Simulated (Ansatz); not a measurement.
SnGe (P-6m2), relaxed with PBE (Ansatz, a quantum-chemistry and plane-wave program, plane waves, PAW): a = b = 4.0070 Å, c = 3.6262 Å, α = β = 90.00°, γ = 120.00°.

```
Item            Value
--------------  -----
ΔH_f (eV/atom)   0.21
```

### Question
The same phase is relaxed and computed with PBEsol in the same code. What are the cell and these values now?

### Answer
a = 3.825 Å, b = 3.825 Å, c = 3.711 Å, α = 90.00°, β = 90.00°, γ = 120.00°.

- ΔH_f (eV/atom): 0.18

Constructed cells (a structure type filled with these elements, in neither database checked): SnGe, P-6m2 (Sn on 1a, Ge on 1f). All cells were relaxed under the symmetry of their starts (and spin orders); stability against distortions was not tested throughout. Spin–orbit coupling is left out wherever it is not named.

Potentials: the later of the program's two PAW sets.

Ansatz is a plane-wave DFT program.

Formation energies count from the lowest solids of the elements computed at the same level, not from gases.
